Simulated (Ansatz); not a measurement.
Consider the following.

WC (WC type, space group P-6m2)

```
WC
1.0
    2.92196     0.00000     0.00000
   -1.46098     2.53050     0.00000
    0.00000     0.00000     2.84728
W C
1 1
Direct
  0.00000   0.00000   0.00000
  0.66667   0.33333   0.50000
```

In each cell atom 2 (C, nearest neighbour W at 2.207 Å; its periodic images, 2.8 Å or more away, move with it) moves by s·(0.707, 0.707, 0.000) (along Cartesian [110]), the rest being held.

All values below come from PBE (plane waves to 420 eV, PAW, scalar-relativistic; Ansatz, a first-principles code). k mesh 15×15×13 (Γ-centred), Fermi-Dirac smearing 0.05 eV. E stands for the smeared free energy. Left out: 1 of 11 points, with atoms too close for the PAW data. With partly filled bands, energies and forces of such displacements shift with the k mesh and the smearing. Spin-orbit coupling is left out, though W is heavy. The PAW data are Ansatz's earlier set. WC is run without spin polarisation. WC was relaxed with its symmetry unable to fall. ΔE is measured from the undisplaced structure.

The scan covers s from -0.528 to 0.660 Å in 10 points.

**Question.** Is this a single well or a double well?

**Answer.** A single well with its minimum at or next to zero displacement.

**Question.** Is the energy the same for displacements of ±0.528 Å, and if not, which side lies higher?

**Answer.** Not even: the negative side lies higher at ±0.528 Å. With its periodic images moving along, the atom's site symmetry in this cell is -6m2.

**Question.** What is the energy change at s = 0.660 Å?

**Answer.** 2052 meV/cell.

**Question.** What is the force constant k = d²E/ds² of this move at s = 0?

**Answer.** 15.1 eV/Å².

(A displaced cell: forces are minus the slopes of the energy, force constants its curvatures, and phonons follow from these.)
